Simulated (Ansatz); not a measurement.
MgI2 (started from an entry of an open crystallographic database), relaxed with r2SCAN+rVV10, was run in Ansatz under altered settings. All numbers are computed, without spin polarisation but where a row says otherwise.

```
Mg I
1.0
     4.15664    0.00000    0.00000
    -2.07832    3.59975    0.00000
     0.00000    0.00000    6.87561
Mg I
1 2
Direct
  0.00000 0.00000 0.00000
  0.33333 0.66667 0.24257
  0.66667 0.33333 0.75743
```

The base run's other keys:
```yaml
kpoints:
  mp_grid: { grid: [6, 6, 2] }
hamiltonian:
  xc: hse06
scf:
  occupations: { method: fixed }
  n_extra_bands: 4
```

It takes 15 iterations with 1985 plane waves at 420 eV and 14 k points, and leaves a mean stress of +0.43 GPa. The gap over this mesh is 4.505 eV. It ran on 4 threads of Arm Neoverse N1, on a shared host.

Outcomes, with energy and stress as changes against the base:
```tsv
setting	outcome	ΔF (meV/atom)	Δ mean stress (GPa)	gap on the mesh (eV)	iterations	wall time
PBE hybrid, exx coeff 0.4, omega 0.1 1/Å	converged	–	-0.5	5.640	18	33 s
PBE hybrid, exx coeff 0.75, omega 0.3 1/Å	converged	–	-1.1	5.882	24	42 s
PBE hybrid, exx coeff 0.05, omega 0.5 1/Å	converged	–	+0.6	3.632	10	25 s
hamiltonian.xc: hf	converged	–	+2.9	10.608	30	46 s
kpoints.mp_grid.grid: [5, 5, 5]	converged	+1.0	0.0	4.565	15	52 s
```
A dash marks a value that wasn't obtained or can't be compared. Stress is positive in compression. The base took 31 s. The base's mesh is coarse for a hybrid, so its own values aren't converged.

- PBE hybrid, exx coeff 0.4, omega 0.1 1/Å. That is 40 % exact exchange, screened with ω = 0.1 1/Å, against HSE06's 25 % screened at 0.208 1/Å. The mean stress moves by -0.5 GPa and the gap on the mesh by +1.135 eV (to 5.640). Totals of different functionals aren't comparable. The program warns that on this mesh the truncation of the exchange isn't bounded, so part of the change can be an error of the mesh.
- PBE hybrid, exx coeff 0.75, omega 0.3 1/Å. That is 75 % exact exchange, screened with ω = 0.3 1/Å, against HSE06's 25 % screened at 0.208 1/Å. The mean stress moves by -1.1 GPa and the gap on the mesh by +1.377 eV (to 5.882). Totals of different functionals aren't comparable.
- PBE hybrid, exx coeff 0.05, omega 0.5 1/Å. That is 5 % exact exchange, screened with ω = 0.5 1/Å, against HSE06's 25 % screened at 0.208 1/Å. The mean stress moves by +0.6 GPa and the gap on the mesh by -0.873 eV (to 3.632). Totals of different functionals aren't comparable.
- hamiltonian.xc: hf. The mean stress moves by +2.9 GPa and the gap on the mesh by +6.103 eV (to 10.608). It's another functional on the same cell, so totals aren't comparable.

Spin-orbit coupling is left out, which matters wherever the heavy atoms make up the band edges.

The stress of a hybrid is loosely converged in these runs.

The meshes of the hybrids are coarse, so their gaps aren't converged to the digits shown.
